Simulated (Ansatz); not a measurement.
**Counting bonds and constraints in disordered Si$_{8}$GeSb$_{3}$S$_{2}$**

A cell of 14 atoms, a random packing after short dynamics, relaxed. Theory: Ansatz, DFT PBE+D3(BJ), scalar-relativistic, plane waves, PAW.

Plane waves to 420 eV, a k mesh through Γ of 5×5×5 on the computed 14-atom cell and Gaussian smearing (0.10 eV); no spin polarisation.

```yaml
crystal:
  lattice:
    - [6.49933, 0.33857, 0.67112]
    - [0.31045, 6.48458, -0.07846]
    - [0.67181, -0.05466, 7.20002]
  atoms:
    - { symbol: Ge, position: [0.45031, 0.51640, 0.76467] }
    - { symbol: S, position: [0.71579, 0.64594, 0.52979] }
    - { symbol: S, position: [0.29025, 0.58082, 0.30000] }
    - { symbol: Sb, position: [0.01525, 0.29137, 0.63604] }
    - { symbol: Sb, position: [0.07418, 0.31452, 0.01523] }
    - { symbol: Sb, position: [0.92205, 0.98212, 0.26010] }
    - { symbol: Si, position: [0.24054, 0.73972, 0.58188] }
    - { symbol: Si, position: [0.47312, 0.71928, 0.05446] }
    - { symbol: Si, position: [0.87640, 0.80666, 0.71422] }
    - { symbol: Si, position: [0.55708, 0.20425, 0.29735] }
    - { symbol: Si, position: [0.38638, 0.05868, 0.56349] }
    - { symbol: Si, position: [0.63512, 0.12844, 0.74873] }
    - { symbol: Si, position: [0.43043, 0.08019, 0.04319] }
    - { symbol: Si, position: [0.83781, 0.69524, 0.02930] }
```

Pairs within 1.2 times the summed covalent radii count as bonded, except two cations (other than C and H) that share an anion, which edge-sharing polyhedra bring close without a bond.

Task: Compare coordinations with the usual valences, and count constraints.

Result:
```tsv
element	usual valence	atoms × bonds found
Ge	4	1×4
S	2	2×2
Sb	3	2×3, 1×4
Si	4	1×3, 6×4, 1×5
```

11 of 14 atoms have their usual valence (8 − N for groups 14 to 17, three for boron, one for hydrogen), 2 have more bonds and 1 fewer. The mean coordination is 3.57 against 3.50 by the rule. 48 % of the bonds join like atoms. Each atom with r bonds brings r/2 stretching and 2r − 3 bending constraints (no bending for r = 1): 5.93 per atom against 3 degrees of freedom, so by Maxwell counting the network is stressed rigid: without a crystal's symmetry not all bonds and angles can be satisfied, which shows as spread in angles.

The final mesh leaves forces up to 0.24 eV/Å and stresses up to 0.6 GPa: the relaxation ran on a coarser mesh, so the cell's shape, its bonds and its energy belong partly to that mesh.

 Spin polarisation was left out, and a magnetic state may lie lower. An atom lies near a switch of its D3 coefficient C6 between reference coordination numbers, so the dispersion energy changes steeply there and can make or shift the minimum.

Cost: 6 runs of about 45 core-minutes in all (earlier runs that led there not counted), on Arm Neoverse V1 (shared hosts).